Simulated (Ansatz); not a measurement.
Ti3Sb:
```
CELL_PARAMETERS angstrom
      5.15030     0.00000     0.00000
      0.00000     5.15030     0.00000
      0.00000     0.00000     5.15030
ATOMIC_POSITIONS crystal
  Sb 0.00000 0.00000 0.00000
  Sb 0.50000 0.50000 0.50000
  Ti 0.00000 0.50000 0.25000
  Ti 0.00000 0.50000 0.75000
  Ti 0.25000 0.00000 0.50000
  Ti 0.75000 0.00000 0.50000
  Ti 0.50000 0.75000 0.00000
  Ti 0.50000 0.25000 0.00000
```

Relaxed with PBEsol. Special points in fractions of this cell's reciprocal vectors: Γ (0.000, 0.000, 0.000); X (0.000, 0.500, 0.000); M (0.500, 0.500, 0.000); R (0.500, 0.500, 0.500).

Question: List the band energies nearest the Fermi level at these points for the program Ansatz at the PBEsol level (PAW).

Answer: In eV from the Fermi level; about four levels below and three above (degenerate sets whole), none deeper than 8.9 eV; points with the same levels are listed once.

```
k                                below                          above
-  -----------------------------------  -----------------------------
Γ              -0.57 -0.25 -0.25 -0.25                 0.34 0.34 1.51
X              -0.34 -0.34 -0.22 -0.22            1.50 1.50 2.07 2.07
M              -1.13 -0.79 -0.43 -0.28            0.33 0.33 0.71 0.71
R  -0.78 -0.78 -0.78 -0.78 -0.78 -0.78  0.33 0.33 0.33 0.33 0.33 0.33
```

Space group Pm-3n (A15 (Cr3Si type)). The workflow started from an entry of the Crystallography Open Database (COD). Its standing as an ambient phase is unchecked. Symmetry was held in the PBEsol relaxation; its stability against distortions is not shown here. No spin polarisation was allowed. Scalar-relativistic: spin–orbit coupling is off unless named, which matters more the heavier the elements.

Potentials: the later of the program's two PAW sets.
